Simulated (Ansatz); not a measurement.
CdSe (zinc blende)

```xyz
2
Lattice="0.0000 3.0409 3.0409 3.0409 0.0000 3.0409 3.0409 3.0409 0.0000" Properties=species:S:1:pos:R:3 pbc="T T T"
Se     4.5614     4.5614     4.5614
Cd     0.0000     0.0000     0.0000
```

The slice is a {110} plane (indices of the conventional cell) through the point (0.000, 0.000, 0.000) (fractional), spanned by u = [100] and v = [1 -1 -1] in vectors of this cell: u (4.30 Å) and v (6.08 Å, at 90° to u). It covers one period; positions are fractions (u, v).

These are PBEsol (plane waves to 420 eV, PAW, scalar-relativistic; Ansatz, an electronic-structure program) values and carry that method's errors. k mesh 9×9×9. Near the nuclei the fields are pseudised (PAW); where an atom keeps semicore shells as valence, they peak there. CdSe was relaxed with its symmetry unable to fall.

Three fields on this plane, each scaled to ten steps between its own extremes (0 low, 9 high; the total valence density on a logarithmic scale, the potential cut 8 eV below its top; x marks points blanked near nuclei; v = 0 in the bottom row):

Map A
```
|xxxxxx212233332212xxxxx|
|xxxxx32111111111123xxxx|
|xxxxx22111000011122xxxx|
|xxxx2221100000011222xxx|
|xx22221100000000112222x|
|22221110000000000111222|
|11111100000000000011111|
|11111000000000000001111|
|11000000000000000000001|
|00000000000000000000000|
|00000000000000000000000|
|00000000000000000000000|
|00000000000000000000000|
|00000000011111100000000|
|00000001123333211000000|
|00000012345665432100000|
|00000134677887764310000|
|00001356889999886531000|
|0001357889xxxx988753100|
|000246889xxxxxx98864200|
|00135789xxxxxxxx9875310|
|0013689xxxxxxxxxx986310|
|1124689xxxxxxxxxx986421|
|1123689xxxxxxxxxx986321|
|1123589xxxxxxxxxx985321|
|2212379xxxxxxxxxx973212|
|xx222489xxxxxxxx984222x|
|xxxx22589xxxxxx98522xxx|
|xxxxx13699xxxx99632xxxx|
|xxxxx22478999987422xxxx|
|xxxxxx124678876421xxxxx|
|xxxxxx222455554222xxxxx|
```

Map B
```
|xxxxxx046788887640xxxxx|
|xxxxx01578889887510xxxx|
|xxxxx03578899887530xxxx|
|xxxx0256789999876520xxx|
|xx00246788999988764200x|
|00235678899999988765320|
|45567788899999988877655|
|77778889999999999888777|
|88888999999999999998888|
|99999999999999999999999|
|99999999999999999999999|
|99999999999999999999999|
|99999999999999999999999|
|99999999999999999999999|
|99999999988888899999999|
|99999999888888889999999|
|99999998776666778999999|
|99999987643223467899999|
|9999987520xxxx025789999|
|999987520xxxxxx02578999|
|99988630xxxxxxxx0368899|
|9988750xxxxxxxxxx057889|
|8888740xxxxxxxxxx047888|
|7777640xxxxxxxxxx046777|
|4555530xxxxxxxxxx035555|
|0023430xxxxxxxxxx034320|
|xx001210xxxxxxxx012100x|
|xxxx01200xxxxxx00210xxx|
|xxxxx02310xxxx01320xxxx|
|xxxxx01344322344310xxxx|
|xxxxxx045666666540xxxxx|
|xxxxxx046778877640xxxxx|
```

Map C
```
|xxxxxx753211112357xxxxx|
|xxxxx87542211224578xxxx|
|xxxxx97543211234579xxxx|
|xxxx9865322222235689xxx|
|xx88765432222223456788x|
|77766543222222223456677|
|55544332222222222334455|
|33333222222222222223333|
|22222221112222111222222|
|11111111112222111111111|
|00001111112222111111000|
|00000111111221111110000|
|00000011111111111100000|
|00000001111111111000000|
|00000001111111111000000|
|00000001111111111000000|
|00000011111111111100000|
|00000112233333322110000|
|0000112356xxxx653211000|
|000012469xxxxxx96421000|
|00011359xxxxxxxx9531100|
|1111137xxxxxxxxxx731111|
|2211137xxxxxxxxxx731112|
|3322125xxxxxxxxxx521223|
|5432113xxxxxxxxxx311234|
|7653101xxxxxxxxxx101356|
|xx652001xxxxxxxx100256x|
|xxxx41002xxxxxx20024xxx|
|xxxxx31013xxxx31013xxxx|
|xxxxx53111233211134xxxx|
|xxxxxx531111111134xxxxx|
|xxxxxx642111111246xxxxx|
```

Task: Assign the maps to these fields: density of the lowest conduction band (whole band as if filled, smooth part); electron localisation function (ELF); electrostatic potential energy of an electron, from the cell's mean.

Result: A is the electron localisation function (ELF); B is the electrostatic potential energy of an electron, from the cell's mean; C is the density of the lowest conduction band (whole band as if filled, smooth part).
